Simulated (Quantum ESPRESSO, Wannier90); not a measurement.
# LiHF$_{2}$ (R-3m): Wannier90 run

```
begin unit_cell_cart
ang
   -1.4669848801    2.5408923462    0.0000000000
   -2.9339697601    0.0000000000    0.0000000000
   -1.4669848801    0.8469641154    4.3666900000
end unit_cell_cart
begin atoms_frac
Li   0.0000000000  0.0000000000  0.0000000000
H    0.5000000000  0.5000000000  0.5000000000
F   -0.4133070000 -0.4133070000  0.2399210000
F    0.4133070000  0.4133070000 -0.2399210000
end atoms_frac
```

Cell from Materials Project (mp-24199), symmetrised, no further relaxation. Not found in the COD (Crystallography Open Database) copy used; not checked further. Level: LDA, no spin polarisation, no spin-orbit coupling; pw.x of Quantum ESPRESSO at 68 Ry with PseudoDojo potentials, 10×10×10 k-points, Wannier90. Density: 12×12×12 mesh, cold smearing 0.01 Ry.

A tight-binding model is made by disentanglement and projection with no localisation steps (num_iter = 0), so the 13 orbitals stay atom-like: hydrogen-like Li: s;p; H: s; F: s;p, axes along x, y, z; frozen window up to 9.60 eV relative to the valence-band maximum. It follows pw.x to 4.4 meV rms for states up to 9.1 eV relative to the valence-band maximum. Matrix elements depend on this choice of orbitals and windows.

Problem. What are the on-site energies relative to the valence-band maximum, and how fast do the hoppings decay?

Solution. 
```json
[
 {"atom": "Li1", "orbitals": "s", "energy (eV)": "16.40"},
 {"atom": "Li1", "orbitals": "pz", "energy (eV)": "15.43"},
 {"atom": "Li1", "orbitals": "px py", "energy (eV)": "17.19"},
 {"atom": "H2", "orbitals": "s", "energy (eV)": "10.85"},
 {"atom": "F3", "orbitals": "s", "energy (eV)": "-18.48"},
 {"atom": "F3", "orbitals": "pz", "energy (eV)": "-1.65"},
 {"atom": "F3", "orbitals": "px py", "energy (eV)": "-0.92"},
 {"atom": "F4", "orbitals": "s", "energy (eV)": "-18.48"},
 {"atom": "F4", "orbitals": "pz", "energy (eV)": "-1.65"},
 {"atom": "F4", "orbitals": "px py", "energy (eV)": "-0.92"}
]
```

```
distance of the centres (Å)  largest modulus (eV)
---------------------------  --------------------
1–2                                           5.4
2–3                                           1.2
3–4                                          0.25
4–5                                         0.098
5–6                                         0.043
6–7                                         0.010
7–8                                        0.0093
8–9                                        0.0061
9–10                                       0.0048
10–11                                      0.0033
11–12                                      0.0023
```
